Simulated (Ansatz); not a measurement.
## AlN with Ti replacing Al: gradients before and after relaxing the atoms

Start: a supercell of AlN (wurtzite type, P6_3mc) built from a COD entry (the entry's cell lengths or inner coordinates differ somewhat from later room-temperature determinations), with all atoms left at the host's positions.

Space group P3m1 (No. 156); a = 6.2260, c = 9.9620 Å, γ = 120.00°.

```csv
site,Wyckoff,site symmetry,x,y,z
Ti,1a,3m.,0.0000,0.0000,0.0000
Al2,1a,3m.,0.0000,0.0000,0.5000
Al3,3d,.m.,0.0000,0.5000,0.0000
Al4,3d,.m.,0.0000,0.5000,0.5000
Al9,3d,.m.,0.1667,0.8333,0.2500
Al10,3d,.m.,0.1667,0.8333,0.7500
Al15,1c,3m.,0.6667,0.3333,0.2500
Al16,1c,3m.,0.6667,0.3333,0.7500
N17,1a,3m.,0.0000,0.0000,0.1900
N18,1a,3m.,0.0000,0.0000,0.6900
N19,3d,.m.,0.0000,0.5000,0.1900
N20,3d,.m.,0.0000,0.5000,0.6900
N25,3d,.m.,0.1667,0.8333,0.4400
N26,3d,.m.,0.1667,0.8333,0.9400
N31,1c,3m.,0.6667,0.3333,0.4400
N32,1c,3m.,0.6667,0.3333,0.9400
```

One atom of each set is listed.

The numbers come from a DFT calculation in Ansatz (PBE, plane waves and PAW, scalar-relativistic, 420 eV cutoff, Γ-centred 4×4×2 k-points, Fermi–Dirac smearing 0.01 eV, cell charge +1).

The largest force at the start is 1.2 eV/Å. Relaxing the ions at fixed cell moves them by 0.051 Å at most (atom 12, Al) and 0.025 Å rms.

```
site  moved (Å)              first shell before                    first shell after  V_zz before (10²¹ V/m²)  η before
  Ti      0.040                   4 N at 1.89 Å                   4 N at 1.91–1.93 Å                     0.61      0.00
 Al3      0.025                   4 N at 1.89 Å                   4 N at 1.88–1.90 Å                     0.55      0.94
 Al9      0.029                   4 N at 1.89 Å                   4 N at 1.89–1.92 Å                     0.71      0.13
Al10      0.051                   4 N at 1.89 Å                   4 N at 1.87–1.94 Å                     1.19      0.01
Al16      0.015                   4 N at 1.89 Å                   4 N at 1.88–1.91 Å                     0.49      0.00
 N17      0.007  1 Ti at 1.89 Å, 3 Al at 1.89 Å       3 Al at 1.92 Å, 1 Ti at 1.93 Å                    -1.18      0.00
 N19      0.007                  4 Al at 1.89 Å                  4 Al at 1.88–1.90 Å                    -0.33      0.99
 N25      0.014                  4 Al at 1.89 Å                       4 Al at 1.89 Å                     0.37      0.22
 N26      0.031  3 Al at 1.89 Å, 1 Ti at 1.89 Å  3 Al at 1.90–1.94 Å, 1 Ti at 1.91 Å                    -0.79      0.54
 N32      0.005                  4 Al at 1.89 Å                  4 Al at 1.88–1.91 Å                    -0.65      0.00
```

Q: What are V_zz and η after the relaxation?

A: 

| site | V_zz after | η after | change of V_zz |
| --- | --- | --- | --- |
| Ti | 1.66 | 0.00 | +1.05 |
| Al3 | 0.79 | 0.80 | +0.24 |
| Al9 | 1.06 | 0.08 | +0.35 |
| Al10 | 2.06 | 0.13 | +0.87 |
| Al16 | 0.89 | 0.00 | +0.40 |
| N17 | -0.90 | 0.00 | +0.28 |
| N19 | -0.11 | 0.22 | – |
| N25 | 0.20 | 0.48 | -0.17 |
| N26 | -1.03 | 0.24 | -0.24 |
| N32 | -0.24 | 0.00 | +0.41 |

The largest change of V_zz along a kept axis is on Ti, from 0.61 to 1.66. In per cent, |V_zz| changes by +173 on Ti, +44 to +73 on Al, -63 to +31 on N (all sites that start above 0.5). Where |V_zz| stays above 0.1 and the axes keep their order, η moves most on N26, from 0.54 to 0.24. On Al9 V_xx and V_yy change places (or their axes turn by over 50°), so the two values of η hide a larger change. On N19 the largest principal value lies along another axis in the second run, so the two V_zz can't be compared directly. The table leaves out 6 of the 16 sites, with |V_zz| up to 0.90; their tensors move by 0.36 at most along any direction. The statements above cover all sites.

The defect repeats with the cell of 32 atoms, so it feels its images: sites between two images don't show the values beside a lone defect, and zeros or small values of η there can come from the images' arrangement. Al and N carry a gradient in the pure host already, so the values there aren't the defect's effect alone. A uniform background compensates the cell's charge.
Before: The cell keeps the host's lattice, where the PBE pressure is 9 GPa (in a charged cell this depends on the convention for the mean potential). The neighbours have not yet relaxed around the defect (largest force 1.2 eV/Å), so a real crystal will differ.
After: The relaxation keeps the site symmetry 3m of the start, so the impurity can move only along its axis; a start off the site could end lower. The cell keeps the host's lattice, where the PBE pressure is 8 GPa (in a charged cell this depends on the convention for the mean potential).
